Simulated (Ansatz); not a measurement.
Sr$_{3}$Ti$_{2}$O$_{7}$ (space group I4/mmm)

```yaml
crystal:
  lattice:
    - [-1.94289, 1.94289, 10.10632]
    - [1.94289, -1.94289, 10.10632]
    - [1.94289, 1.94289, -10.10632]
  atoms:
    - { symbol: Sr, position: [0.31576, 0.31576, 0.00000] }
    - { symbol: Sr, position: [0.68424, 0.68424, 0.00000] }
    - { symbol: Sr, position: [0.50000, 0.50000, 0.00000] }
    - { symbol: Ti, position: [0.09781, 0.09781, 0.00000] }
    - { symbol: Ti, position: [0.90219, 0.90219, 0.00000] }
    - { symbol: O, position: [0.40375, 0.90375, 0.50000] }
    - { symbol: O, position: [0.59625, 0.09625, 0.50000] }
    - { symbol: O, position: [0.90375, 0.40375, 0.50000] }
    - { symbol: O, position: [0.09625, 0.59625, 0.50000] }
    - { symbol: O, position: [0.80588, 0.80588, 0.00000] }
    - { symbol: O, position: [0.19412, 0.19412, 0.00000] }
    - { symbol: O, position: [0.00000, 0.00000, 0.00000] }
```

The slice is a (001) plane (indices of the conventional cell) through the point (0.684, 0.684, 0.000) (fractional), spanned by u = [101] and v = [011] in vectors of this cell: u (3.89 Å) and v (3.89 Å, at 90° to u). It covers one period; positions are fractions (u, v).

All values below come from PBEsol (plane waves to 420 eV, PAW, scalar-relativistic; Ansatz, an electronic-structure program). k mesh 10×10×10. These are valence fields of a PAW run, semicore shells included where kept as valence: close to a nucleus they are smooth pseudo fields. Sr3Ti2O7 is run without spin polarisation. Sr3Ti2O7 was relaxed with its symmetry unable to fall.

Task: Around which element is the density of the highest valence band (whole band, smooth part) largest on this plane?

Result: O. Mean over a disc round each atom, of radius 0.45 times the shortest bond: O 0.060, Sr 0.002 e/Å³.

Task: Around which element is the density of the lowest conduction band (whole band as if filled, smooth part) largest on this plane?

Result: O. Mean over a disc round each atom, of radius 0.45 times the shortest bond: O 0.011, Sr 0.002 e/Å³.

Task: Predict the map of the electrostatic potential energy of an electron, from the cell's mean on the slice.

Result: 
```
|xxxxxx   .=*#%%%#*=.   xxxxx|
|xxxxxx   :+*#%%%#*+:   xxxxx|
|xxxxx    -+#%%%%%#+-    xxxx|
|xxxxx   .=*#%@@@%#*=.   xxxx|
|xxx     -+#%@@@@@%#+-     xx|
|       -+#%@@@@@@@%#+-      |
|      -+*#%@@@@@@@%#*+-     |
|    .-+*#%%%%%%%%%%%#*+-.   |
|..:-=+##%%%#xxxxx#%%%##+=-:.|
|==++*#%%%%#xxxxxxx#%%%%#*++=|
|***##%@@%#xxxxxxxxx#%@@%##**|
|###%%@@@%xxxxxxxxxxx%@@@%%##|
|%%%%@@@@%xxxxxxxxxxx%@@@@%%%|
|%%%%@@@@%xxxxxxxxxxx%@@@@%%%|
|%%%%@@@@%xxxxxxxxxxx%@@@@%%%|
|###%%@@@%xxxxxxxxxxx%@@@%%##|
|***##%@@%%xxxxxxxxx#%@@%##**|
|==++*#%%%%#xxxxxxx#%%%%#*++=|
|..:-=+##%%%%xxxxx#%%%##+=-:.|
|    .-+*#%%%%%%%%%%%#*+-.   |
|      -+*#%@@@@@@@%#*+-     |
|       -+#%@@@@@@@%#+-      |
|xxx     -+#%@@@@@%#+-     xx|
|xxxxx   .=*#%@@@%#*=.   xxxx|
|xxxxx    -+#%%%%%#+-    xxxx|
|xxxxxx   :+*#%%%#*+:   xxxxx|
|xxxxxx   .=*#%%%#*=.   xxxxx|
|xxxxxx   .=*#%%%#*=.   xxxxx|
```
Scale: ten equal steps from 2.00 (start of ' ') to 10.75 (end of '@'), in the order ' .:-=+*#%@'. Values: electrostatic potential energy of an electron, from the cell's mean, in eV. The map has 28 points along u (one character each, u = 0 at the left) and 28 along v (v = 0 in the bottom row). Points within 0.8 Å of a nucleus are blanked (x), as the pseudised field means little there. Values under 2 eV are set to 2. The zero, the cell's mean, hangs on the PAW cores.
